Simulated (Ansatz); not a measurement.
HgSe:
```
CELL_PARAMETERS angstrom
      4.17494     0.00000     0.00000
      0.00000     4.17494     0.00000
      0.00000     0.00000     7.36061
ATOMIC_POSITIONS crystal
  Hg 0.00000 0.50000 0.00000
  Hg 0.50000 0.00000 0.50000
  Se 0.00000 0.00000 0.25000
  Se 0.00000 0.00000 0.75000
```

Relaxed with PBE. Special points in fractions of this cell's reciprocal vectors: Γ (0.000, 0.000, 0.000); X (0.000, 0.500, 0.000); M (0.500, 0.500, 0.000); Z (0.000, 0.000, 0.500); R (0.000, 0.500, 0.500); A (0.500, 0.500, 0.500).

Q: List the band energies nearest the Fermi level at these points for PBE in the plane-wave PAW code Ansatz.

A: In eV from the Fermi level; about four levels below and three above (degenerate sets whole), none deeper than 8.9 eV; points with the same levels are listed once.

| k | below | above |
|---|---|---|
| Γ | -1.91 -1.34 -0.12 -0.12 | 2.26 3.35 5.05 5.05 |
| X | -1.63 -0.32 -0.21 -0.13 | 0.41 3.80 5.18 |
| M | -4.54 -4.54 -3.97 -2.79 -2.79 | 0.54 0.98 1.41 1.41 |
| Z | -1.70 -1.70 -0.73 -0.73 | 1.00 1.00 4.22 4.22 |
| R | -3.27 -3.00 -1.64 -0.18 | 1.53 1.97 2.31 |
| A | -2.81 -2.81 -1.93 -1.93 | 1.77 1.77 1.86 1.86 |

Space group P4_2/mmc. A made-up cell: these elements were put on the sites of a structure type; neither database checked (COD, Materials Project) lists it. COD files the formula under space group No. 216, so this cell is another polymorph or a model. Whether it is the stable phase at ambient conditions was not checked. The cell was relaxed with PBE under the symmetry of its start; its stability against distortions is not shown here. Spin–orbit coupling is left out wherever it is not named.

Potentials: the later of the program's two PAW sets.
